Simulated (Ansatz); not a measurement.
A generated cell, not matched to a known phase here, of Na$_{3}$Sb$_{2}$: P-3m1 (No. 164), hP5; a = b = 5.5130 Å, c = 6.1703 Å, α = β = 90.00°, γ = 120.00°; Sb 2d (0.333, 0.667, 0.100); Na 1a (0.000, 0.000, 0.000); Na 2d (0.667, 0.333, 0.382). These are r2SCAN (plane waves to 500 eV, PAW, scalar-relativistic; Ansatz, a first-principles code) values and carry that method's errors. Element references, the lowest calculated here: Na (P6₃/mmc, not the ambient form), Sb (R-3m).

**Question.** Estimate the formation energy of this P-3m1 form of Na3Sb2 from the elements that r2SCAN returns for this input.

**Answer.** -0.23 eV/atom.

A lower structure of this composition may exist.

Static energies, no anion corrections, no zero-point energy. Values are rounded to 0.01 eV/atom. Not shown to be the ambient phase of their composition (a lower form may be missing, and a cell relaxed within its start's symmetry can be a saddle point): Na3Sb2 (P-3m1). Spin-orbit coupling is missing from these energies, which matters for elements this heavy. The compounds carry no spin polarisation. The relaxed primitive cell holds an odd number of electrons. A magnetic state may lie lower.
